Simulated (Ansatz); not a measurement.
A relaxed structure of Fe is spoiled in several ways and relaxed again each time (noise and exchanges are one random draw each; pressure is positive under compression). Method: r2SCAN (plane waves to 500 eV, PAW, scalar-relativistic; Ansatz, a first-principles code).

```cif
data_Fe2
_chemical_formula_sum 'Fe2'
_space_group_name_H-M_alt 'Im-3m'
_space_group_IT_number 229
_space_group_name_Hall '-I 4 2 3'
_cell_length_a 2.86451
_cell_length_b 2.86451
_cell_length_c 2.86451
_cell_angle_alpha 90.000
_cell_angle_beta 90.000
_cell_angle_gamma 90.000
loop_
_atom_site_label
_atom_site_type_symbol
_atom_site_symmetry_multiplicity
_atom_site_Wyckoff_symbol
_atom_site_fract_x
_atom_site_fract_y
_atom_site_fract_z
_atom_site_occupancy
Fe1 Fe 2 a 0.00000 0.00000 0.00000 1
```
(The calculation used a cell of 1 atom; values per cell refer to that cell.)

One start gave a first pressure of +13.6 GPa, a largest first force of 0.00 eV/Å and released 0.19 eV/atom. Which change was it?
(A) deformed by the Cartesian strain tensor (xx, yy, zz, yz, xz, xy) = (-0.102, -0.006, 0.086, 0.010, -0.040, 0.083)
(B) doubled along one cell vector, shaken by Gaussian noise of σ = 0.08 Å a coordinate

A, deformed by the Cartesian strain tensor (xx, yy, zz, yz, xz, xy) = (-0.102, -0.006, 0.086, 0.010, -0.040, 0.083). All starts:

```tsv
change	first pressure (GPa)	largest first force (eV/Å)	released (eV/atom)	moves	outcome	final group	E − E(parent) (eV/atom)
deformed by the Cartesian strain tensor (xx, yy, zz, yz, xz, xy) = (-0.102, -0.006, 0.086, 0.010, -0.040, 0.083)	13.6	0.00	0.19	14	returns to the parent	Im-3m	0.00
doubled along one cell vector, shaken by Gaussian noise of σ = 0.08 Å a coordinate	2.0	1.12	0.05	7	returns to the parent	Im-3m	0.00
```

First-step values come from each run's starting, coarser k-mesh (15×17×15, 16×16×8). Each cell has its own k-point mesh; energy differences are given only to the digits this allows. Spin states reached: ferromagnetic; spin orders were not searched systematically. r2SCAN tends to overstate moments in metals.
